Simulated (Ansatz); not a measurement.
Au:
```yaml
crystal:
  lattice:
    - [2.84818, 0.00000, 0.00000]
    - [-1.42409, 2.46659, 0.00000]
    - [0.00000, 0.00000, 4.72306]
  atoms:
    - { symbol: Au, position: [0.33333, 0.66667, 0.75000] }
    - { symbol: Au, position: [0.66667, 0.33333, 0.25000] }
```

Relaxed with LDA. Special points in fractions of this cell's reciprocal vectors: Γ (0.000, 0.000, 0.000); M (0.500, 0.000, 0.000); K (0.333, 0.333, 0.000); A (0.000, 0.000, 0.500); L (0.500, 0.000, 0.500); H (0.333, 0.333, 0.500).

Problem. List the band energies nearest the Fermi level at these points for DFT-LDA in the program Ansatz with PAW potentials.

Solution. In eV from the Fermi level; about four levels below and three above (degenerate sets whole), none deeper than 8.9 eV; … stands for higher levels left out; points with the same levels are listed once.

| k | below | above |
|---|---|---|
| Γ | -3.69 -3.69 -2.17 -2.17 -1.23 | 2.94 14.49 … |
| M | -3.89 -1.88 -1.88 -1.67 | 0.35 1.58 5.86 |
| K | -3.78 -2.44 -2.44 -2.30 | 2.26 2.26 3.83 |
| A | -2.67 -2.67 -2.67 -2.67 | 11.08 11.08 … |
| L | -2.46 -2.46 -1.75 -1.75 | 0.36 0.36 4.05 4.05 |
| H | -3.77 -3.77 -2.13 -2.13 | 4.36 4.36 4.62 4.62 |

Space group P6_3/mmc (hcp (Mg type)). The workflow started from an entry of the Crystallography Open Database (COD), which files this formula under 2 space groups. It is not the phase usual at ambient conditions (space group No. 225). Symmetry was held in the LDA relaxation; of distortions, only those at the zone centre were tested. Scalar-relativistic: spin–orbit coupling is off unless named, which matters more the heavier the elements.

Potentials: the earlier of the program's two PAW sets.
